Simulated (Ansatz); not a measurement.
Level of theory: Ansatz 0.2.0, DFT PBE, scalar-relativistic, plane waves, PAW. All cells share a 420 eV cutoff and Γ-centred k meshes spaced at most about 0.3 Å⁻¹ (about 0.25 or finer for metals, 2π included). No spin polarisation in the final relaxations.

Temperature and zero-point effects are left out.

Two forms of TaZn2B3 were relaxed alike.

1.

```xyz
6
Lattice="3.5733 0.0000 0.0000 0.0000 3.5733 0.0000 0.0000 0.0000 7.6541" Properties=species:S:1:pos:R:3 pbc="T T T"
Ta    0.0000    0.0000    3.8271
Zn    1.7867    1.7867    3.8271
Zn    1.7867    1.7867    0.0000
B     0.0000    0.0000    6.0756
B     0.0000    0.0000    1.5786
B     0.0000    0.0000    0.0000
```

2.

```xyz
6
Lattice="3.0368 0.0000 0.0000 0.0000 4.4715 0.0000 0.0000 0.0000 7.3256" Properties=species:S:1:pos:R:3 pbc="T T T"
Ta    0.0000    0.0000    0.0000
Zn    0.0000    2.2357    2.1931
Zn    0.0000    2.2357    5.1325
B     2.2860    2.2357    0.0000
B     0.7507    2.2357    0.0000
B     1.5184    2.2357    3.6628
```

Problem. Which would you expect to be lower, and how large is the difference?

Solution. Cell 2 is lower, by 211 meV/atom. Cell 1 has space group P4/mmm (No. 123), 16.3 Å³/atom and no gap on its mesh; cell 2 has space group Pmmm (No. 47), 16.6 Å³/atom and no gap. Counting B atoms around Ta and Zn (those within 1.25 times the shortest such distance or 1.15 times the sum of covalent radii; a plus sign parts nearer from farther groups; the shortest distance is added where it is long for a bond; a slash parts the counts of unlike sites), cell 1 has Ta 2, Zn 8 from 3.4 Å/4+8 from 2.5 Å and cell 2 has Ta 4, Zn 2+2. Cell 1 holds B–B units of three or more atoms (shortest 1.58 Å); cell 2 holds B–B chains (shortest 1.50 Å). Even the lower one lies +0.93 eV/atom against the reference forms of the elements (uncorrected), so neither is stable at this level. In cell 1, Ta has 2 B at 2.25 Å and 4 Zn at 2.53 Å; Zn on its first site is surrounded by 4 Ta at 2.53 Å; around B on a site of symmetry 4mm lie 1 B at 1.58 Å, 1 Ta at 2.25 Å and 4 Zn at 2.98 Å; 2 more sites not described. In cell 2, Ta has 4 B at 2.36 Å, 2 Ta at 3.04 Å and 4 Zn at 3.13 Å; Zn has 2 B at 2.11 Å, 2 B at 2.32 Å, 3 Zn at 2.94–3.04 Å and 2 Ta at 3.13 Å; around B on a site of symmetry 2mm lie 2 B at 1.50–1.54 Å, 2 Zn at 2.32 Å and 2 Ta at 2.36 Å; 1 more site not described. Both come from invented guesses. A third cell relaxed alike, in P4/mmm, lies 191 meV/atom below the lower of the two.

These runs have no spin–orbit coupling, which can matter for Ta. Cells relaxed within their symmetry can be saddle points.
